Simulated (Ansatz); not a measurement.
Relaxed structures of TaAs for which phonons were computed (DFPT at Γ and, for small cells, zone-boundary points). Calculation: PBE (plane waves to 420 eV, PAW, scalar-relativistic; Ansatz, an electronic-structure program).

| structure | E − E(P-6m2, hP2, AFLOW prototype AB_hP2_187_d_a (B_h, as in WC)) (eV/atom) | V (Å³/atom) |
|---|---|---|
| Cmcm, oS8 | 0.37 | 19.85 |
| Pnma, oP8, AFLOW prototype AB_oP8_62_c_c (B31, as in MnP) | 0.05 | 17.96 |
| P2₁3, cP8, AFLOW prototype AB_cP8_198_a_a (B20, as in FeSi) | 0.18 | 16.89 |
| Pnma, oP8 | 0.35 | 17.06 |
| P6/mmm, hP6, AFLOW prototype AB_hP6_191_f_ad (B35, as in CoSn) | 0.40 | 19.73 |

Problem. Which of them are dynamically unstable at the sampled points?

Solution. 
- Cmcm, oS8: nothing beyond 15i cm⁻¹
- Pnma, oP8, AFLOW prototype AB_oP8_62_c_c (B31, as in MnP): nothing beyond 15i cm⁻¹
- P2₁3, cP8, AFLOW prototype AB_cP8_198_a_a (B20, as in FeSi): nothing beyond 15i cm⁻¹
- Pnma, oP8: nothing beyond 15i cm⁻¹
- P6/mmm, hP6, AFLOW prototype AB_hP6_191_f_ad (B35, as in CoSn): weakly unstable, which may be the coarse k-mesh's doing, lowest mode about 30i cm⁻¹

The lowest structure calculated, P-6m2, hP2, AFLOW prototype AB_hP2_187_d_a (B_h, as in WC), is not among these; it lies 0.05 eV/atom below the lowest of them. 1 run with a doubtful electronic state, a coarser numerical grid, an end not at rest or a source that can't be used is left out. Each run could gain symmetry but not lose that of its start, so entries can be saddle points. Known forms of TaAs include space group No. 109. That form is not among the structures calculated here. All of these are generated cells (placed on structure types, drawn at random, substituted or restacked) that were not matched to a known phase here. Static energies at zero pressure. The runs use different k-meshes, so differences are rounded accordingly. No spin polarisation in the result.
